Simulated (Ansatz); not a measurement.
Data sheet: CaGaGeH (DFT)

CaGaGeH:
```xyz
4
Lattice="4.1020 0.0000 0.0000 -2.0510 3.5524 0.0000 0.0000 0.0000 4.6529" Properties=species:S:1:pos:R:3 pbc="T T T"
Ca     0.0000     2.3683     4.6387
Ga     0.0000     0.0000     2.6178
Ge     2.0510     1.1841     1.9707
H      0.0000     0.0000     4.3537
```

Space group P3m1 (No. 156); conventional cell a = 4.102 Å, b = 4.102 Å, c = 4.653 Å, α = 90.00°, β = 90.00°, γ = 120.00°.

Method: plane-wave PAW PBEsol (Ansatz code). Geometry: relaxed at this level of theory. Other levels are named where they apply.

Cell and energy:

```json
{
 "volume_per_atom": "16.95 Å³",
 "density": "4.49 g/cm³",
 "Formation energy from the elements (no fitted shifts)": "-485 meV/atom"
}
```

Electronic structure:

```json
{
  "band_gap": "0.28 eV (indirect)",
  "valence_band_maximum": "at A",
  "conduction_band_minimum": "off the standard path, at k = (0.000, 0.435, -0.159) in fractions of the reciprocal vectors",
  "smallest_direct_gap_on_the_standard_path": "0.83 eV",
  "electron_effective_mass": "0.098, 0.47, 0.80 mₑ (principal values)",
  "hole_effective_mass": "0.16, 0.30, 0.30 mₑ (principal values)",
  "HSE06 gap on the PBEsol cell": "0.88 eV",
  "Gap with spin–orbit coupling": "0.26 eV"
}
```

Mechanics:

```json
{
  "Bulk modulus (Birch–Murnaghan fit)": "51.4 GPa",
  "Pressure derivative B′": "3.9"
}
```

Dielectric response:

```json
{
  "Electronic dielectric constant ε∞ (DFPT)": "18.3 (xx = yy), 14.2 (zz)",
  "Born charges (a third of the trace)": "Ca +2.43, Ga +1.39, Ge -2.25, H -1.56 e"
}
```

Charges:

```json
{
 "bader_charges": "Ca +1.35, Ga +0.13, Ge -0.94, H -0.55 e"
}
```

The first step of the workflow began from a Materials Project structure, measured or hypothetical; the Crystallography Open Database files this formula in space group No. 156, but the cells were not matched. Its standing as an ambient phase is unchecked. The cell was relaxed with PBEsol under the symmetry of its start; its stability against distortions is not shown here. The references are the lowest solids computed at this level, not always the standard phases (solids in place of the gases). Scalar-relativistic: spin–orbit coupling is off unless named, which matters more the heavier the elements.

Potentials: the later of the program's two PAW sets.
